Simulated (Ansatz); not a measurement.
NaPt3O4:
```cif
data_Na2O8Pt6
_chemical_formula_sum 'Na2 Pt6 O8'
_space_group_name_H-M_alt 'Pm-3n'
_space_group_IT_number 223
_space_group_name_Hall '-P 4n 2 3'
_cell_length_a 5.70131
_cell_length_b 5.70131
_cell_length_c 5.70131
_cell_angle_alpha 90.000
_cell_angle_beta 90.000
_cell_angle_gamma 90.000
loop_
_atom_site_label
_atom_site_type_symbol
_atom_site_symmetry_multiplicity
_atom_site_Wyckoff_symbol
_atom_site_fract_x
_atom_site_fract_y
_atom_site_fract_z
_atom_site_occupancy
Na1 Na 2 a 0.00000 0.00000 0.00000 1
Pt1 Pt 6 c 0.00000 0.50000 0.25000 1
O1 O 8 e 0.25000 0.25000 0.25000 1
```

Relaxed with r²SCAN.

Which orbitals make up the states near the Fermi level in r²SCAN (plane waves, PAW; program Ansatz)?

Within 0.5 eV of the Fermi level: Pt 5d 72 %, O 2p 18 %, Pt 6s 5 %. Projections are on Löwdin-orthogonalised atomic valence shells; empty p or d shells of many metals are not among them.

Tabulate the density of states.

States/eV per cell of 16 atoms, in 0.25 eV bins, energy from the Fermi level.

| E (eV) | total | Pt 5d | O 2p | Pt 6s |
|---|---|---|---|---|
| -7.85 | 14.41 | 5.73 | 8.06 | 0.45 |
| -7.60 | 9.67 | 3.48 | 5.64 | 0.34 |
| -7.35 | 8.57 | 2.71 | 5.25 | 0.35 |
| -7.10 | 10.01 | 3.30 | 6.12 | 0.26 |
| -6.85 | 8.67 | 2.90 | 5.36 | 0.16 |
| -6.60 | 8.61 | 2.86 | 5.38 | 0.11 |
| -6.35 | 9.20 | 2.98 | 5.79 | 0.11 |
| -6.10 | 8.80 | 2.71 | 5.68 | 0.10 |
| -5.85 | 7.84 | 2.30 | 5.14 | 0.11 |
| -5.60 | 11.58 | 3.50 | 7.52 | 0.15 |
| -5.35 | 19.59 | 9.25 | 8.57 | 1.19 |
| -5.10 | 13.90 | 5.43 | 7.48 | 0.62 |
| -4.85 | 6.22 | 2.21 | 3.64 | 0.21 |
| -4.60 | 10.69 | 4.41 | 5.69 | 0.40 |
| -4.35 | 10.24 | 3.94 | 5.80 | 0.34 |
| -4.10 | 8.79 | 3.48 | 4.92 | 0.28 |
| -3.85 | 8.73 | 3.57 | 4.67 | 0.39 |
| -3.60 | 7.24 | 4.53 | 2.32 | 0.31 |
| -3.35 | 8.85 | 6.74 | 1.81 | 0.20 |
| -3.10 | 11.36 | 9.29 | 1.65 | 0.30 |
| -2.85 | 23.68 | 19.74 | 3.11 | 0.60 |
| -2.60 | 18.74 | 14.91 | 3.17 | 0.47 |
| -2.35 | 9.28 | 7.39 | 1.38 | 0.40 |
| -2.10 | 10.05 | 8.06 | 1.48 | 0.38 |
| -1.85 | 6.89 | 5.26 | 1.19 | 0.33 |
| -1.60 | 4.86 | 3.38 | 1.06 | 0.34 |
| -1.35 | 12.74 | 8.41 | 3.94 | 0.20 |
| -1.10 | 25.26 | 15.49 | 8.93 | 0.30 |
| -0.85 | 17.20 | 10.12 | 6.26 | 0.34 |
| -0.60 | 9.02 | 5.22 | 3.16 | 0.25 |
| -0.35 | 2.91 | 1.88 | 0.74 | 0.15 |
| -0.10 | 2.23 | 1.63 | 0.32 | 0.19 |
| 0.15 | 2.58 | 2.01 | 0.25 | 0.15 |
| 0.40 | 3.13 | 2.46 | 0.32 | 0.14 |
| 0.65 | 2.35 | 1.83 | 0.28 | 0.09 |
| 0.90 | 1.07 | 0.79 | 0.17 | 0.03 |
| 1.15 | 1.12 | 0.73 | 0.22 | 0.03 |
| 1.40 | 4.03 | 2.38 | 0.88 | 0.21 |
| 1.65 | 5.04 | 2.83 | 1.15 | 0.34 |
| 1.90 | 2.46 | 1.33 | 0.66 | 0.13 |
| 2.15 | 4.92 | 2.63 | 1.49 | 0.20 |
| 2.40 | 4.34 | 2.25 | 1.39 | 0.20 |
| 2.65 | 4.83 | 2.33 | 1.56 | 0.32 |
| 2.90 | 5.43 | 2.71 | 2.01 | 0.20 |
| 3.15 | 2.54 | 1.21 | 0.95 | 0.11 |
| 3.40 | 3.49 | 1.54 | 1.29 | 0.20 |
| 3.65 | 5.88 | 2.57 | 2.35 | 0.24 |
| 3.90 | 6.05 | 2.58 | 2.51 | 0.25 |
| 4.15 | 1.80 | 0.34 | 0.36 | 0.27 |
| 4.40 | 2.25 | 0.28 | 0.33 | 0.38 |
| 4.65 | 3.30 | 0.32 | 0.42 | 0.51 |

The workflow started from a Materials Project entry (that database holds measured and hypothetical structures alike); the Crystallography Open Database files this formula in space group No. 223, but the cells were not matched. Whether it is the stable phase at ambient conditions was not checked. The r²SCAN relaxation kept the symmetry of its start; whether a distortion lowers the energy is not shown. No spin polarisation was allowed. Spin–orbit coupling is left out wherever it is not named.

Potentials: the earlier of the program's two PAW sets.
